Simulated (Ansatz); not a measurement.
A relaxed cell of CaSb₄ is given with its symmetry left out. The cell was found from a structure generator's guess, not taken from experiment.

These are results of Ansatz 0.2.0, DFT PBE, scalar-relativistic, plane waves, PAW, not measurements. Cutoff 420 eV, Γ-centred mesh, Gaussian smearing, no spin polarisation.

```
Ca Sb
1.0
     5.04544   -2.13273    0.00000
     5.04544    2.13273    0.00000
    -4.62608    0.00000    7.94212
Ca Sb
1 4
Direct
  0.50000 0.50000 0.00000
  0.83253 0.83253 0.41331
  0.70957 0.70957 0.82375
  0.29043 0.29043 0.17625
  0.16747 0.16747 0.58669
```

Formation energies are uncorrected and refer to the elements' standard structures at the same level.

(1) What space group does it have?

(2) How far does it lie from the elements in energy?

(3) Is it a metal?

## Answers

(1) C2/m (No. 12). Conventional cell: a = 10.091 Å, b = 4.265 Å, c = 9.191 Å, β = 120.2°. Ca is surrounded by 6 Sb at 3.25–3.31 Å, 2 Sb at 3.59 Å and 2 Ca at 4.27 Å; Sb on its first site is surrounded by 3 Sb at 2.92 Å, 2 Sb at 3.54 Å and 1 Ca at 3.59 Å; Sb on its second site has 2 Sb at 2.92 Å, 3 Ca at 3.25–3.31 Å and 2 Sb at 3.61 Å.

(2) −0.28 eV/atom. It lies below the elements, which doesn't yet make it stable against other compounds or structures.

(3) Yes, bands cross the Fermi level on the 10×10×6 mesh.

The last run used a 10×10×6 mesh (in the run's order of axes) for its 5-atom cell and Gaussian smearing of 0.10 eV. These runs have no spin–orbit coupling, which can matter for Sb. A structure relaxed within its symmetry needn't be a true minimum.
